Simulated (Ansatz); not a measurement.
Si under compression and expansion

```
Si
1.0
    -2.25100    2.36850    1.27500
     2.25100   -2.36850    1.27500
     2.25100    2.36850   -1.27500
Si
2
Direct
  0.80700 0.55700 0.25000
  0.19300 0.44300 0.75000
```

The cell comes from COD entry 9011656, which wasn't checked; take it as a given geometry.

Levels of theory: DFT, LDA, all-electron LAPW, scalar-relativistic (Ansatz 0.2.0); DFT, LDA, PAW with Ansatz's default frozen-core files, scalar-relativistic (Ansatz 0.2.0).

For LAPW: a Γ-centred 16×16×16 k mesh, Fermi–Dirac smearing of 0.05 eV, basis error target 0.5 meV/atom, no spin polarisation. PAW takes a cutoff of 420 eV at this cell (files made with PBE, cores remade for this functional). The Ansatz runs share mesh, smearing and spin set-up. Plane-wave (PAW) pressures include the program's estimate of the Pulay term.

The cell above is scaled evenly, with fractional coordinates and shape held.

```
V/V(cell)  V (Å³/atom)  P, LAPW (GPa)  P, PAW (GPa)  free energy over the lowest listed, PAW (meV/atom)
   0.9400       12.780          22.19         22.26                                               115.3
   0.9500       12.916          20.04         20.10                                                97.3
   0.9600       13.051          18.00         18.06                                                81.2
   0.9750       13.255          15.12         15.17                                                60.0
   0.9800       13.323              ?             ?                                                   ?
   0.9900       13.459          12.46         12.50                                                42.4
   1.0000       13.595          10.79         10.83                                                32.6
   1.0100       13.731           9.20          9.24                                                24.0
   1.0200       13.867           7.70          7.72                                                16.9
   1.0250       13.935           6.97          7.00                                                13.7
   1.0400       14.139           4.90          4.92                                                 6.2
   1.0500       14.275           3.60          3.62                                                 2.5
   1.0600       14.411           2.37          2.39                                                 0.0
```

Q: Fill in the row V/V(cell) = 0.9800.

A: P, LAPW (GPa) = 14.21, P, PAW (GPa) = 14.26, free energy over the lowest listed, PAW (meV/atom) = 53.8.
